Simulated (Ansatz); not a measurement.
# ZrC (NiAs-type structure)

Computed with Ansatz (plane waves, PAW, 420 eV cutoff): PBEsol, scalar-relativistic, no spin polarisation, Γ-centred 12×12×6 mesh, 0.05 eV Gaussian smearing. The datasets are Ansatz's generated set soft_2.

```xyz
4
Lattice="3.2725 0.0000 0.0000 -1.6362 2.8341 0.0000 0.0000 0.0000 5.7944" Properties=species:S:1:pos:R:3 pbc="T T T"
Zr    0.0000    0.0000    0.0000
Zr    0.0000    0.0000    2.8972
C     0.0000    1.8894    1.4486
C     1.6362    0.9447    4.3458
```

This is a trial structure; measured cells of the compound in the Crystallography Open Database are in space group Fm-3m (rock salt).

The cell above was scaled in volume, and shape and atoms were relaxed at each volume within its symmetry. Energies are counted from the cell above.

The cell is relaxed to zero pressure at this level.

```csv
V (Å³/atom),ΔE (meV/atom),P from the stress (GPa)
12.898,14.69,9.10
13.166,3.53,4.32
13.435,0.00,0.02
13.704,3.30,-3.87
13.972,12.79,-7.42
```

Q: Do the energies and the pressures agree? Compare −ΔE/ΔV between neighbouring points (1 meV/Å³ = 0.1602 GPa) with the mean of their pressures.

A: 
| interval (Å³/atom) | −ΔE/ΔV (GPa) | mean P (GPa) |
| --- | --- | --- |
| 12.90 to 13.17 | 6.7 | 6.7 |
| 13.17 to 13.43 | 2.1 | 2.2 |
| 13.43 to 13.70 | -2.0 | -1.9 |
| 13.70 to 13.97 | -5.7 | -5.6 |
They differ by 0.06 GPa at most.

Q: What do the two routes give for V0, B0 and B0′?

A: A third-order Birch–Murnaghan fit of the energies: V0 = 13.43 Å³/atom, B0 = 204 GPa, B0′ = 4.2. A polynomial of P in ln V, with B = −dP/d ln V at P = 0: V0 = 13.44 Å³/atom, B0 = 204 GPa, B0′ = 4.0.

B0·V0 = 204.1 GPa × 13.43 Å³ = 17.12 eV/atom sets the scale: near the minimum ΔE ≈ ½ B0 V0 x², with x = V/V0 − 1, and a pressure of 2.0 GPa squeezes the volume by about 1 %. At the ends of the curve: x = −4.0 % predicts 13.7 meV/atom and the run gives 14.7; x = +4.0 % predicts 13.7 meV/atom and the run gives 12.8. The lopsidedness is anharmonic: atoms resist being pushed together more than being pulled apart. The run is a metal.
